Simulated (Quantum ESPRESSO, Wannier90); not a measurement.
# Tight-binding from DFT: Ga₂O₃ (corundum)

```
begin unit_cell_cart
ang
   -2.4986999236    4.3278752205    0.0000000000
   -4.9973998472    0.0000000000    0.0000000000
   -2.4986999236    1.4426250735    4.4835500000
end unit_cell_cart
begin atoms_frac
Ga   0.1444100000  0.1444100000 -0.4332300000
Ga  -0.1444100000 -0.1444100000  0.4332300000
Ga   0.3555900000  0.3555900000 -0.0667700000
Ga  -0.3555900000 -0.3555900000  0.0667700000
O   -0.0531600000  0.2500000000  0.2500000000
O    0.0531600000 -0.2500000000 -0.2500000000
O   -0.4468400000 -0.0531600000  0.2500000000
O    0.4468400000  0.0531600000 -0.2500000000
O    0.2500000000 -0.4468400000  0.2500000000
O   -0.2500000000  0.4468400000 -0.2500000000
end atoms_frac
```

Structure: Materials Project mp-1243, symmetrised, not relaxed again. COD (Crystallography Open Database) has the formula in 2 space groups, this one among them (matched by group alone). Computed values, not measurements, from PBEsol: Quantum ESPRESSO (norm-conserving PseudoDojo potentials, cutoff 68 Ry, no spin polarisation, no spin-orbit coupling) on a Γ-centred 4×4×4 mesh, then Wannier90. Density: 8×8×8 mesh, cold smearing 0.01 Ry.

Bands 7-26 form an isolated set from -12.80 to -11.44 eV relative to the valence-band maximum (on the path) and are turned into 20 Wannier functions by minimising the spread from the start: atomic waves Ga 3d.

**Question.** Where do the functions sit, how wide are they and what are they made of?

**Answer.** 
```tsv
functions	spread (Å²)	nearest atom, distance (Å)	second atom, distance (Å)	weight on atomic waves
4	0.40	Ga 0.00	O 1.93	Ga 3d 98 %
8	0.59	Ga 0.02	O 1.93	Ga 3d 95 %
8	0.53	Ga 0.02	O 1.91	Ga 3d 96 %
```

Ω_I = 10.40 Å², Ω_total = 10.52 Å²; the interpolated bands follow pw.x to 0.3 meV rms on the path. Only this start was tried; a symmetric start can stop on a saddle, and mixtures of these functions could lower the total by at most Ω_total − Ω_I.
